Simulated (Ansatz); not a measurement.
# B2W: stiffness from a series of strains

```
CELL_PARAMETERS angstrom
3.02000 0.00000 0.00000
-1.51000 2.61540 0.00000
0.00000 0.00000 3.05000
ATOMIC_POSITIONS crystal
B 0.33333 0.66667 0.50000
B 0.66667 0.33333 0.50000
W 0.00000 0.00000 0.00000
```

Atom numbers follow the list: B1, B2, W3.

The cell comes from COD entry 1510851, which wasn't checked; take it as a given geometry.

Spin–orbit coupling is left out, though it moves levels of the heavy atoms by tenths of an eV or more.

Method: Ansatz 0.2.0, DFT, LDA, all-electron LAPW, scalar-relativistic.

The runs use a Γ-centred 14×14×12 k mesh, Fermi–Dirac smearing of 0.05 eV, basis error target 0.5 meV/atom, no spin polarisation.

The strain is applied along the Cartesian axes of the cell as listed (the other components stay zero). Fractional coordinates are held (clamped ions).

σ is the change of stress from the unstrained cell, which is at 22.1 GPa; tension is positive, so slopes are stress–strain coefficients at that pressure. In a metal the k mesh adds noise.

Only quantities that a quadratic follows smoothly over the whole series are listed; rougher ones are left out.

```
εxx = εyy  σzz (GPa)  σxx (GPa)
  -0.0200     -16.28     -21.16
   0.0000       0.00       0.00
   0.0100       6.80       9.43
   0.0200      13.01      18.07
```

(1) Fit the series and read off the stiffness at zero strain.

(2) One run, at εxx = εyy = -0.0100, is withheld. Predict its row.

Results:

(1) Least-squares fits y = p0 + p1 x + p2 x² to the rows give σzz (GPa): p1 = 731, p2 = -4000; σxx (GPa): p1 = 981, p2 = -3900. So C13 + C23 = 731 GPa and C11 + C12 = 981 GPa, for these axes.

(2) The fits give -7.76, -10.19; the run gave -7.59, -10.22.
